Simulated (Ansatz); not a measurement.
HfRh:
```cif
data_HfRh
_chemical_formula_sum 'Rh1 Hf1'
_space_group_name_H-M_alt 'Pm-3m'
_space_group_IT_number 221
_space_group_name_Hall '-P 4 2 3'
_cell_length_a 3.23207
_cell_length_b 3.23207
_cell_length_c 3.23207
_cell_angle_alpha 90.000
_cell_angle_beta 90.000
_cell_angle_gamma 90.000
loop_
_atom_site_label
_atom_site_type_symbol
_atom_site_symmetry_multiplicity
_atom_site_Wyckoff_symbol
_atom_site_fract_x
_atom_site_fract_y
_atom_site_fract_z
_atom_site_occupancy
Rh1 Rh 1 b 0.50000 0.50000 0.50000 1
Hf1 Hf 1 a 0.00000 0.00000 0.00000 1
```

Relaxed with PBEsol.

Question: Which orbitals make up the states near the Fermi level in PBEsol in the plane-wave PAW code Ansatz?

Answer: Within 0.5 eV of the Fermi level: Hf 5d 47 %, Rh 4d 39 %, Rh 5s 5 %. Projections are on Löwdin-orthogonalised atomic valence shells; empty p or d shells of many metals are not among them.

Question: Tabulate the density of states.

Answer: States/eV per cell of 2 atoms, in 0.25 eV bins, energy from the Fermi level.

```csv
E (eV),total,Rh 4d,Hf 5d,Hf 6s
-7.85,0.08,0.00,0.00,0.04
-7.60,0.11,0.00,0.00,0.06
-7.35,0.14,0.00,0.00,0.07
-7.10,0.17,0.00,0.00,0.09
-6.85,0.20,0.00,0.01,0.10
-6.60,0.23,0.01,0.01,0.11
-6.35,0.28,0.01,0.02,0.13
-6.10,0.33,0.03,0.03,0.15
-5.85,0.42,0.05,0.05,0.17
-5.60,0.86,0.26,0.16,0.25
-5.35,1.63,0.68,0.41,0.33
-5.10,2.07,0.98,0.58,0.32
-4.85,2.48,1.33,0.69,0.30
-4.60,2.75,1.76,0.74,0.11
-4.35,3.03,1.90,0.81,0.07
-4.10,2.03,1.26,0.62,0.02
-3.85,2.85,2.17,0.58,0.01
-3.60,5.28,4.18,0.98,0.00
-3.35,3.39,2.63,0.65,0.01
-3.10,3.14,2.49,0.52,0.02
-2.85,4.44,3.58,0.56,0.05
-2.60,3.76,2.94,0.53,0.08
-2.35,3.09,2.30,0.49,0.11
-2.10,1.85,1.14,0.45,0.11
-1.85,1.06,0.44,0.39,0.10
-1.60,0.83,0.34,0.30,0.09
-1.35,0.56,0.26,0.16,0.06
-1.10,0.39,0.16,0.13,0.04
-0.85,0.55,0.26,0.20,0.03
-0.60,0.75,0.37,0.30,0.01
-0.35,1.57,0.78,0.60,0.03
-0.10,1.80,0.77,0.78,0.06
0.15,1.97,0.70,0.97,0.09
0.40,2.13,0.64,1.17,0.11
0.65,2.08,0.58,1.28,0.05
0.90,2.57,0.65,1.67,0.03
1.15,2.60,0.56,1.73,0.03
1.40,2.44,0.49,1.70,0.02
1.65,2.50,0.35,1.74,0.04
1.90,1.44,0.19,1.15,0.04
2.15,1.22,0.15,0.99,0.02
2.40,1.45,0.14,1.19,0.03
2.65,1.09,0.12,0.86,0.03
2.90,0.87,0.11,0.66,0.03
3.15,0.83,0.11,0.61,0.04
3.40,0.83,0.11,0.60,0.04
3.65,0.91,0.13,0.65,0.04
3.90,1.31,0.17,1.01,0.05
4.15,2.57,0.32,2.09,0.06
4.40,2.27,0.32,1.77,0.06
4.65,1.89,0.29,1.43,0.06
```

The workflow started from an entry of the Crystallography Open Database (COD). Its standing as an ambient phase is unchecked. The PBEsol relaxation kept the symmetry of its start; whether a distortion lowers the energy is not shown. The run is not spin-polarised. Scalar-relativistic: spin–orbit coupling is off unless named, which matters more the heavier the elements.

Potentials: the later of the program's two PAW sets.
